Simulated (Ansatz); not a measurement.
Task: Name crystals whose computed values (PBEsol (plane waves, PAW; program Ansatz)) fall in these windows: B₀ by P(V) fit (GPa) 56 to 70; highest Γ mode, no LO–TO term (cm⁻¹) 160 to 230.

Result: 

```
crystal                B₀ by P(V) fit (GPa)  highest Γ mode, no LO–TO term (cm⁻¹)
---------------------  --------------------  ------------------------------------
Ga, P2_1/m (Ga on 2e)                  60.6                                   192
SnO, zinc blende                       66.4                                   204
```
Others may fit too.

Typed or built starts, not in the databases checked: SnO, zinc blende. Not the usual ambient phase: Ga, P2_1/m (Ga on 2e); SnO, zinc blende. Unstable at this level: SnO, zinc blende. All cells were relaxed under the symmetry of their starts (and spin orders); stability against distortions was not tested throughout. Spin–orbit coupling is left out wherever it is not named.

Potentials: the earlier of the program's two PAW sets. The files were generated under PBE; for other functionals the program regenerates the frozen cores, and for LDA and PBEsol the local potential too.
